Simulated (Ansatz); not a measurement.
Cancellation of cutoff errors in NaGa3

Method: DFT PBEsol, scalar-relativistic, plane waves, PAW (Ansatz 0.2.0).

```
CELL_PARAMETERS angstrom
4.27534 0.00000 0.00000
0.00000 4.27534 0.00000
0.00000 0.00000 4.27534
ATOMIC_POSITIONS crystal
Na 0.00000 0.00000 0.00000
Ga 0.00000 0.50000 0.50000
Ga 0.50000 0.00000 0.50000
Ga 0.50000 0.50000 0.00000
```

The Γ-centred k-mesh is 10×10×10, the occupation rule is Gaussian smearing, 0.1 eV and the spin treatment is unpolarised.

A second cell has all atoms moved and the lattice slightly strained:

```yaml
crystal:
  lattice:
    - [4.27478, 0.02862, 0.03512]
    - [0.02862, 4.26621, 0.02427]
    - [0.03512, 0.02427, 4.24504]
  atoms:
    - { symbol: Na, position: [0.99667, 0.00051, 0.99146] }
    - { symbol: Ga, position: [0.99728, 0.51369, 0.48868] }
    - { symbol: Ga, position: [0.52878, 0.99588, 0.53413] }
    - { symbol: Ga, position: [0.47131, 0.50223, 0.99446] }
```

It ran on a 8×8×8 mesh, another than the first cell's, which shifts the difference by nearly the same amount at every cutoff. Both were run at several values of the cutoff; energies per atom at zero smearing, errors against the largest value (420 eV), which isn't proved converged itself.

```tsv
cutoff	error, first cell (meV)	error, second cell (meV)
250 eV	1028.60	1031.29
300 eV	92.95	93.74
350 eV	4.68	4.52
```

At the largest value the second cell lies 14.25 meV/atom above the first. What is the error of that difference at each value, and where does each quantity come within 1 meV/atom?

The error of the difference is the second cell's error less the first's:
```json
{"cutoff": "250 eV", "difference (meV)": "16.94", "its error (meV)": "2.69"}
{"cutoff": "300 eV", "difference (meV)": "15.03", "its error (meV)": "0.79"}
{"cutoff": "350 eV", "difference (meV)": "14.08", "its error (meV)": "-0.16"}
```

No value below the largest brings the first cell's total energy within 1 meV/atom, while the difference is there from 300 eV on. Most of the error cancels, by a factor of about 118 in the median. A missing short wave mostly misdescribes the region near each nucleus, which both cells share; what doesn't cancel comes largely from the change of volume and bonding.